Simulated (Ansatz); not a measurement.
Input:

YF2:
```xyz
6
Lattice="3.3457 0.0000 0.0000 -1.6728 2.8975 0.0000 0.0000 0.0000 8.7828" Properties=species:S:1:pos:R:3 pbc="T T T"
Y      0.0000     0.0000     2.1957
Y      0.0000     0.0000     6.5871
F      0.0000     1.9316     3.4461
F      1.6728     0.9658     5.3367
F      1.6728     0.9658     7.8375
F      0.0000     1.9316     0.9453
```

This is the LDA-relaxed structure.

**Question.** All from the program Ansatz at the LDA level (PAW), unless another level is named. Estimate the highest zone-centre frequency.

**Answer.** 433 cm⁻¹.

**Question.** Next, the bulk modulus (Birch–Murnaghan fit)?

**Answer.** 32.2 GPa.

Space group P6_3/mmc. The start of the workflow was typed in or built on a structure type; neither database checked (COD, Materials Project) lists it. Whether it is the stable phase at ambient conditions was not checked. The cell was relaxed with LDA under the symmetry of its start. At this level the phase is dynamically unstable (imaginary phonons). No spin polarisation was allowed. A crystal of weakly bound layers computed without a dispersion correction: the cell and the soft elastic constants depend strongly on that. As this level gives no gap, phonon frequencies hold no LO–TO term and depend on the k-mesh and smearing (Fermi–Dirac, 0.1 eV here).

Potentials: the earlier of the program's two PAW sets. The files were generated under PBE; for other functionals the program regenerates the frozen cores, and for LDA and PBEsol the local potential too.
